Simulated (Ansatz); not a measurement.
# Be3CdO4: rattling a relaxed structure

It was reached by relaxing an invented guess, and it needn't be the stable form of this composition.

Theory: DFT PBE, scalar-relativistic, plane waves, PAW (Ansatz). Plane waves to 420 eV, a k mesh through Γ of 12×12×4 on the computed 16-atom cell and Gaussian smearing (0.02 eV); no spin polarisation.

The cell below (16 atoms, space group P-62c (No. 190)) is relaxed within its symmetry.

```
Be Cd O
1.0
     4.57675    0.00000    0.00000
    -2.28837    3.96358    0.00000
     0.00000    0.00000    8.78255
Be Cd O
6 2 8
Cartesian
  0.0000 0.0000 0.0000
  2.2884 1.3212 8.1773
  0.0000 2.6424 0.6053
  0.0000 0.0000 4.3913
  0.0000 2.6424 3.7860
  2.2884 1.3212 4.9965
  0.0000 2.6424 6.5869
  2.2884 1.3212 2.1956
  1.5224 2.6370 0.0000
  -0.7659 1.3266 0.0000
  1.5319 0.0000 0.0000
  1.5224 2.6370 4.3913
  -0.7659 1.3266 4.3913
  1.5319 0.0000 4.3913
  2.2884 1.3212 6.5869
  0.0000 2.6424 2.1956
```

For the test it was strained at random (σ = 1.5 % a component), the atoms were moved at random (σ = 0.05 Å), and all was relaxed again on a coarse 3×3×2 mesh (in the run’s order of axes) with 0.10 eV smearing, with no symmetry imposed.

Question: Does it come back?

Answer: It doesn't return. The energy falls by 56 meV/atom on that mesh, the volume changes by -2.7 %, and the end has space group Ama2 (No. 40) at a loose tolerance. Relaxed again on a 4×8×8 mesh with 0.02 eV smearing, the new structure lies 55 meV/atom below the first (mesh in the axes of the run's cell; the cell below is made exact in the group named). Space group Ama2 (No. 40), orthorhombic, a = 8.657 Å, b = 7.914 Å, c = 4.524 Å. Around Be on a site of symmetry 2 lie 3 O at 1.54–1.56 Å; Be on a site of symmetry 1 has 4 O at 1.62–1.69 Å; around Cd lie 4 O at 2.31–2.43 Å and 2 O at 2.58 Å; around O on a site of symmetry 1 lie 3 Be at 1.56–1.67 Å and 1 Cd at 2.31 Å; 2 more sites not described.

```
CELL_PARAMETERS angstrom
8.65725 0.00000 0.00000
0.00000 3.95692 2.26186
0.00000 -3.95692 2.26186
ATOMIC_POSITIONS crystal
Be 0.50000 0.02761 0.02761
Be 0.57177 0.32903 0.66218
Be 0.42823 0.66218 0.32903
Be 0.00000 0.02761 0.02761
Be 0.07177 0.66218 0.32903
Be 0.92823 0.32903 0.66218
Cd 0.75000 0.66039 0.36502
Cd 0.25000 0.36502 0.66039
O 0.54133 0.36305 0.03158
O 0.45867 0.03158 0.36305
O 0.50000 0.68680 0.68680
O 0.95867 0.36305 0.03158
O 0.04133 0.03158 0.36305
O 0.00000 0.68680 0.68680
O 0.75000 0.23667 0.53708
O 0.25000 0.53708 0.23667
```
